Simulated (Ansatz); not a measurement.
Relaxed Bi$_{2}$Se$_{3}$ (Bi2Te3 type, space group R-3m):

```yaml
crystal:
  lattice:
    - [2.04070, 1.17820, 9.22188]
    - [-2.04070, 1.17820, 9.22188]
    - [0.00000, -2.35639, 9.22188]
  atoms:
    - { symbol: Bi, position: [0.40185, 0.40185, 0.40185] }
    - { symbol: Bi, position: [0.59815, 0.59815, 0.59815] }
    - { symbol: Se, position: [0.00000, 0.00000, 0.00000] }
    - { symbol: Se, position: [0.20782, 0.20782, 0.20782] }
    - { symbol: Se, position: [0.79218, 0.79218, 0.79218] }
```

Two-dimensional scan of atom 1 (Bi, nearest neighbour Se at 2.835 Å; its periodic images, 4.1 Å or more away, move with it): u runs along (0.707, 0.707, 0.000), v along (0.000, 0.000, 1.000) (Cartesian). Cell and other atoms are fixed.

Computed with PBEsol-D3(BJ) (plane waves to 420 eV, PAW, scalar-relativistic; Ansatz, an electronic-structure program). k mesh 8×8×8 (Γ-centred), Fermi-Dirac smearing 0.05 eV. Energies are smeared free energies. With partly filled bands, energies and forces of such displacements shift with the k mesh and the smearing. At this level the bands of Bi2Se3 touch or barely overlap; measurements give the solid a gap. Bi2Se3 was relaxed with its symmetry unable to fall. Spin-orbit coupling is left out, though Bi is heavy. The last digit holds for this mesh only.

Changes of ΔE (meV/cell) from the point u = 0.000 Å, v = 0.000 Å when one coordinate moves alone (two changes are said to add if the coupling is within 5 % of the smaller one, nearly so within 20 %):

| point | change |
|---|---|
| u = 0.000 Å, v = -0.430 Å | 825.5 |
| u = 0.000 Å, v = -0.287 Å | 374.8 |
| u = 0.000 Å, v = -0.143 Å | 94.6 |
| u = -0.430 Å, v = 0.000 Å | 377.9 |
| u = -0.287 Å, v = 0.000 Å | 154.4 |
| u = -0.143 Å, v = 0.000 Å | 36.0 |
| u = 0.143 Å, v = 0.000 Å | 33.6 |
| u = 0.287 Å, v = 0.000 Å | 135.1 |
| u = 0.430 Å, v = 0.000 Å | 313.2 |
| u = 0.000 Å, v = 0.143 Å | 93.8 |
| u = 0.000 Å, v = 0.287 Å | 368.7 |
| u = 0.000 Å, v = 0.430 Å | 806.6 |

Task: What is the change at u = -0.287 Å, v = 0.287 Å, where both move, and how far is it from the sum?

Result: The sum of the single changes is 154.4 + (368.7) = 523.1; the calculation gives 643.5, so the coupling contributes 120.4 (over 20 % of the smaller single change, not additive).

Task: Do the two effects add at u = -0.430 Å, v = -0.430 Å? Give the computed change.

Result: The sum of the single changes is 377.9 + (825.5) = 1203.4; the calculation gives 1142.5, so the coupling contributes -60.9 (under 20 % of the smaller single change, nearly additive).

Task: What is the change at u = 0.143 Å, v = 0.287 Å, where both move, and how far is it from the sum?

Result: The sum of the single changes is 33.6 + (368.7) = 402.3; the calculation gives 424.5, so the coupling contributes 22.2 (over 20 % of the smaller single change, not additive).

(A displaced cell: forces are minus the slopes of the energy, force constants its curvatures, and phonons follow from these.)
